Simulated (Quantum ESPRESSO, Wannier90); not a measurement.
Tight-binding from DFT: Te (C2/m)

```
begin unit_cell_cart
ang
    3.8202900000   -2.1482050000    0.0000000000
    3.8202900000    2.1482050000    0.0000000000
   -0.0942870000    0.0000000000    5.9760860000
end unit_cell_cart
begin atoms_frac
Te  -0.3094500000 -0.3094500000 -0.3388100000
Te   0.3094500000  0.3094500000  0.3388100000
Te   0.0000000000  0.0000000000  0.0000000000
end atoms_frac
```

Structure: Materials Project mp-570459, symmetrised, not relaxed again. Not found in the COD (Crystallography Open Database) copy used, which has the formula in other groups; not checked further. Method: LDA plane waves in Quantum ESPRESSO 7.5 (PseudoDojo norm-conserving files, 66 Ry, no spin polarisation, no spin-orbit coupling), Bloch states on a 8×8×6 mesh through Γ, Wannier90 4.0.1. Density: 8×8×6 mesh, cold smearing 0.01 Ry. Spin-orbit coupling is left out although heavy elements are present.

A tight-binding model is made by disentanglement and projection with no localisation steps (num_iter = 0), so the 12 orbitals stay atom-like: hydrogen-like Te: s;p, axes along x, y, z; frozen window up to 1.50 eV relative to the Fermi level. It follows pw.x to 2.1 meV rms for states up to 1.0 eV relative to the Fermi level. Matrix elements depend on this choice of orbitals and windows.

Which pairs of orbitals on different sites are coupled most strongly? Give distance, modulus and how many such pairs a cell has.


```
orbital  orbital  distance of the centres (Å)  modulus (eV)  pairs
-------  -------  ---------------------------  ------------  -----
Te px      Te pz                         3.12          1.12      4
Te py      Te pz                         3.05          1.08      4
Te px      Te px                         3.12          0.87      2
Te py       Te s                         3.05          0.84      4
Te px      Te px                         3.42          0.84      1
Te px       Te s                         3.09          0.84      4
Te pz       Te s                         3.03          0.76      4
Te py      Te py                         3.08          0.76      2
Te pz       Te s                         3.09          0.73      4
Te py      Te pz                         3.29          0.70      8
Te px      Te pz                         3.44          0.67      2
Te s        Te s                         3.03          0.58      2
Te px      Te py                         3.29          0.54      4
Te s        Te s                         3.09          0.53      2
Te pz      Te pz                         3.10          0.53      2
Te px      Te py                         3.02          0.53      4
Te px      Te py                         3.34          0.51      4
Te py       Te s                         3.29          0.51      8
Te px       Te s                         3.45          0.49      2
Te px      Te pz                         3.31          0.48      8
Te py      Te py                         3.29          0.48      4
Te pz       Te s                         3.31          0.48      8
Te pz      Te pz                         3.03          0.47      2
Te px      Te pz                         3.00          0.47      4
Te py      Te py                         3.05          0.45      2
Te px       Te s                         3.00          0.37      4
Te pz      Te pz                         3.31          0.35      4
Te px       Te s                         3.34          0.35      8
Te s        Te s                         3.31          0.34      4
Te pz       Te s                         3.46          0.33      2
```
